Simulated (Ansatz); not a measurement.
Pb₂SeS in space group P4/mmm (No. 123; Pb on 1a, Pb on 1d, Se on 1c, S on 1b) at seven volumes, PBEsol in the plane-wave PAW code Ansatz, shape and atoms relaxed at each. One row is withheld.

```json
[
 {"V (Å³/atom)": "24.651", "P (GPa)": "6.54"},
 {"V (Å³/atom)": "25.464", "P (GPa)": "4.00"},
 {"V (Å³/atom)": "26.277", "P (GPa)": "1.84"},
 {"V (Å³/atom)": "27.089", "P (GPa)": "0.00"},
 {"V (Å³/atom)": "27.902", "P (GPa)": "?"},
 {"V (Å³/atom)": "28.715", "P (GPa)": "-2.90"},
 {"V (Å³/atom)": "29.527", "P (GPa)": "-4.03"}
]
```

Q: Fit the shown pressures and predict the withheld one.

A: P = (3/2)B₀(x^(7/2) − x^(5/2))[1 + (3/4)(B′ − 4)(x − 1)] with x = (V₀/V)^(2/3). Least squares on the six rows gives V₀ = 27.090 Å³/atom, B₀ = 56.4 GPa, B′ = 4.35. At V = 27.902, x = 0.9805 and P = -1.56 GPa. The run itself gave -1.57 GPa.

The first step of the workflow began from a Materials Project structure, measured or hypothetical; the Crystallography Open Database copy checked does not list it. With Se and S taken as one species the cell has the higher symmetry Fm-3m, so it may be an ordered model of a mixed-site phase. Its standing as an ambient phase is unchecked. The PBEsol relaxation kept the symmetry of its start; of distortions, only those at the zone centre were tested. Spin–orbit coupling is left out wherever it is not named.

Potentials: the later of the program's two PAW sets.
